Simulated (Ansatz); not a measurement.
MgNi₅Te₆: rattling a relaxed structure

It was reached by relaxing an invented guess, and it needn't be the stable form of this composition.

These are results of Ansatz, DFT PBE, scalar-relativistic, plane waves, PAW, not measurements. Settings: cutoff 420 eV, Γ-centred mesh 12×12×4 on the computed 12-atom cell, Gaussian smearing of 0.10 eV; no spin polarisation.

The cell below (12 atoms, space group P-3m1 (No. 164)) is relaxed within its symmetry.

```xyz
12
Lattice="4.0709 0.0000 0.0000 -2.0354 3.5255 0.0000 0.0000 0.0000 16.5894" Properties=species:S:1:pos:R:3 pbc="T T T"
Mg    0.0000    0.0000    0.0000
Ni    0.0000    0.0000    5.6719
Ni    0.0000    0.0000   10.9175
Ni    0.0000    0.0000    2.9967
Ni    0.0000    0.0000    8.2947
Ni    0.0000    0.0000   13.5927
Te    0.0000    2.3503    1.7717
Te    0.0000    2.3503    6.9707
Te    0.0000    2.3503   12.1895
Te    2.0354    1.1752    4.3999
Te    2.0354    1.1752    9.6187
Te    2.0354    1.1752   14.8177
```

For the test it was strained at random (σ = 1.5 % a component), the atoms were moved at random (σ = 0.10 Å), and all was relaxed again on a coarse 6×6×2 mesh (in the run’s order of axes) with 0.20 eV smearing, with no symmetry imposed.

These runs have no spin–orbit coupling, which can matter for Te. Trial moments died out on the coarse mesh, so the last step has no spin; another magnetic start might hold.

Question: Does it come back?

Answer: It returns, within 1 meV/atom of the unmoved cell on that mesh and with the same symmetry when read at 0.1 Å (Cm at 0.01 Å, so small strains and shifts remain). No instability shows in this cell; modes of other wave vectors, which need another repeat, aren't tested.
